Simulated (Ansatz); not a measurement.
NiSi (MnP type, space group Pnma)

```
CELL_PARAMETERS angstrom
      5.18983     0.00000     0.00000
      0.00000     3.35027     0.00000
      0.00000     0.00000     5.62355
ATOMIC_POSITIONS crystal
  Ni 0.50791 0.25000 0.68824
  Ni 0.00791 0.25000 0.81176
  Ni 0.49209 0.75000 0.31176
  Ni 0.99209 0.75000 0.18824
  Si 0.67925 0.25000 0.08277
  Si 0.17925 0.25000 0.41723
  Si 0.32075 0.75000 0.91723
  Si 0.82075 0.75000 0.58277
```

E(V) scan at fixed shape, V₀ the volume above. The atoms relax within the cell's symmetry.

The numbers are results of PBE (plane waves to 420 eV, PAW, scalar-relativistic; Ansatz, a quantum-chemistry and plane-wave program), not measurements. k mesh 9×14×8 (Γ-centred), Fermi-Dirac smearing 0.05 eV. Stress and pressure are positive under compression. NiSi is run without spin polarisation. NiSi was relaxed with its symmetry unable to fall. The PAW data are Ansatz's earlier set.

At one point of the scan the stress tensor (GPa) is:

```
   -6.3      0.0      0.0
    0.0     -6.1      0.0
    0.0      0.0     -5.6
```

### Question
Which point is it?
A) V/V₀ = 1.020
B) V/V₀ = 1.100
C) V/V₀ = 1.040
D) V/V₀ = 1.080

### Answer
C, V/V₀ = 1.040

(Under strain, the slope of the energy per volume gives the stress and its curvature an elastic modulus.)
